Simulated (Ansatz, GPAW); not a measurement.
This is a calculation of HfB for Ansatz 0.2.0. 

Contents of input.yaml:

```yaml
crystal:
  lattice:
    - [0.0, 2.31, 2.31]
    - [2.31, 0.0, 2.31]
    - [2.31, 2.31, 0.0]
  atoms:
    - { symbol: Hf, position: [0.5, 0.5, 0.5] }
    - { symbol: B, position: [0.0, 0.0, 0.0] }
kpoints:
  mp_grid: { grid: [10, 10, 10] }
scf:
  occupations: { method: gaussian, width: 0.1 }
hamiltonian:
  xc: lda
  pseudopotentials: { kind: all_electron, lapw: { basis_error: 0.001 } }
output:
  forces: true
  stress: true
  eigenvalues: true
```

Potentials or basis: all-electron LAPW, scalar-relativistic.

Command:

```sh
$ ansatz run input.yaml --threads 1 --pin off --max-ram 3072MiB --backend cpu --events-out ev --progress --plain --runs-dir out
```

Task: What does the same run look like in GPAW 26.7.0 (ASE script)? Potentials or basis there: the program's PAW data sets (release 1.2.1) made for this functional, cutoff 800 eV.

Result: As run (cutoffs and basis follow the program's own potentials, and thresholds, step limits or extra output files can differ):

run.py

```python
from ase import Atoms
from ase.dft.bandgap import bandgap
from ase.io import write
from ase.units import GPa
from gpaw import GPAW, PW

atoms = Atoms(['Hf', 'B'],
              cell=[[0.0, 2.31, 2.31],
                    [2.31, 0.0, 2.31],
                    [2.31, 2.31, 0.0]],
              scaled_positions=[[0.5, 0.5, 0.5],
                                [0.0, 0.0, 0.0]],
              pbc=True)

calc = GPAW(mode=PW(800),
            xc='LDA',
            kpts={'size': (10, 10, 10), 'gamma': True},
            occupations={'name': 'methfessel-paxton', 'order': 0, 'width': 0.1},
            nbands=17,
            convergence={'density': 1e-05, 'energy': 1e-05},
            maxiter=150,
            txt='gpaw.txt')
atoms.calc = calc
energy = atoms.get_potential_energy()
forces = atoms.get_forces()
stress = atoms.get_stress()
calc.write('gs.gpw')
write('result.traj', atoms)
print(f'Energy: {energy:.6f} eV')
print('Forces (eV/A):')
print(forces.round(4))
print('Stress (GPa):', (stress / GPa).round(3))
print('Fermi level:', round(calc.get_fermi_level(), 4), 'eV')
print(f'Gap: {bandgap(calc)[0]:.4f} eV, direct: {bandgap(calc, direct=True)[0]:.4f} eV')
```

Potentials or basis: the program's PAW data sets (release 1.2.1) made for this functional, pw.

Command:

```console
$ OMP_NUM_THREADS=1 python run.py
```

Both were run:

|  | Ansatz | GPAW |
| --- | --- | --- |
| Pressure | 17.9 GPa | 19.7 GPa |

Where Ansatz's input types no cutoff or centring, it takes its own default and a Γ-centred mesh.

The two programs' LDA may be different fits to the electron gas.

The two runs disagree by more than potentials and bases usually give (in gap, levels, pressure or energy); the cause wasn't traced.

The cell lies far from this level's equilibrium.

Pressure is positive in compression.
